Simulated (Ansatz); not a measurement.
This Ta₂Se₅ structure is the end of a relaxation. The cell was found from a structure generator's guess, not taken from experiment.

The calculation used DFT PBE, scalar-relativistic, plane waves, PAW in Ansatz. Cutoff 420 eV, Γ-centred mesh, Gaussian smearing, no spin polarisation.

```
CELL_PARAMETERS angstrom
4.93849 0.00000 0.00000
-2.46925 4.27686 0.00000
0.00000 0.00000 7.70179
ATOMIC_POSITIONS crystal
Ta 0.00000 0.00000 0.85419
Ta 0.00000 0.00000 0.14581
Se 0.33333 0.66667 0.00000
Se 0.66667 0.33333 0.00000
Se 0.33333 0.66667 0.50000
Se 0.66667 0.33333 0.50000
Se 0.00000 0.00000 0.50000
```

The zero of energy is the elements' standard structures at the same level; no fitted shifts are applied.

**Question.** Find its symmetry and describe it.

**Answer.** P6/mmm (No. 191). Conventional cell: a = 4.938 Å, c = 7.702 Å. Ta is surrounded by 1 Ta at 2.25 Å, 1 Se at 2.73 Å and 6 Se at 3.06 Å; around Se on a site of symmetry -6m2 lie 3 Se at 2.85 Å and 6 Ta at 3.06 Å; Se on a second site of symmetry -6m2 is surrounded by 6 Se at 2.85 Å; Se on a site of symmetry 6/mmm is surrounded by 2 Ta at 2.73 Å and 6 Se at 2.85 Å.

**Question.** How far does it lie from the elements in energy?

**Answer.** +0.77 eV/atom. The separate elements lie lower, so it is unstable against them.

**Question.** Is it a metal?

**Answer.** Yes, bands cross the Fermi level on the 12×12×6 mesh.

The last run used a 12×12×6 mesh (in the run's order of axes) for its 7-atom cell and Gaussian smearing of 0.10 eV. Spin–orbit coupling, which can matter for Ta, is left out. The reference form of Se is held partly by dispersion forces, which this level lacks. A structure relaxed within its symmetry needn't be a true minimum.
